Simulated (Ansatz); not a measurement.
# Sb: frozen-core PAW against all-electron methods

```
Sb
1.0
     3.40269    0.00000    0.00000
    -1.70135    2.94682    0.00000
     0.00000    0.00000    5.33000
Sb
2
Direct
  0.33333 0.66667 0.25000
  0.66667 0.33333 0.75000
```

Atom numbers follow the list: Sb1, Sb2.

The conventional cell has a = 3.403 Å, b = 3.403 Å, c = 5.330 Å, α = 90.00°, β = 90.00°, γ = 120.00°. Sb (atom 1) has 12 Sb at 3.31 to 3.40 Å as nearest neighbours.

The cell is COD entry 1539203, as deposited and not checked against the literature; nothing was relaxed. The listed cell was then made from it by scaling, straining or moving an atom.

No spin–orbit coupling, which matters for the heavy atoms here.

All numbers are computed: DFT, PBEsol, PAW with Ansatz's default frozen-core files, scalar-relativistic (Ansatz 0.2.0); DFT, PBEsol, all-electron PAW with datasets made for the crystal, scalar-relativistic (Ansatz 0.2.0); DFT, PBEsol, all-electron LAPW, scalar-relativistic (Ansatz 0.2.0).

For PAW: a Γ-centred 12×12×7 k mesh, Fermi–Dirac smearing of 0.05 eV, cutoff 420 eV, no spin polarisation; the PAW files were made with PBE, and the program remakes their frozen cores for this functional. The crystal-made all-electron datasets (AE datasets) take a cutoff of 160 eV at this cell. LAPW targets a basis error of 0.5 meV/atom. The Ansatz runs share mesh, smearing and spin set-up. Plane-wave (PAW) pressures include the program's estimate of the Pulay term.

Stress and pressure are positive in compression.

The change that made this cell: equal xx and yy strain of +1 %.

No spin–orbit coupling: at heavy atoms the gradients can be off by tens of per cent for that reason.

In a metal, gradients converge slowly with the k mesh: the values move by tens of per cent from one mesh to another, at times in sign, so only the comparison on one mesh counts.

```
                             quantity    PAW  AE datasets   LAPW
                       pressure (GPa)  -1.46        -1.45  -1.45
                      stress xx (GPa)  -1.16        -1.15  -1.15
                      stress zz (GPa)  -2.07        -2.06  -2.06
field gradient Vzz at Sb1 (10²¹ V/m²)   2.22         2.20      –
```

PAW's pressure differs from the LAPW value by about 0.01 GPa or less.
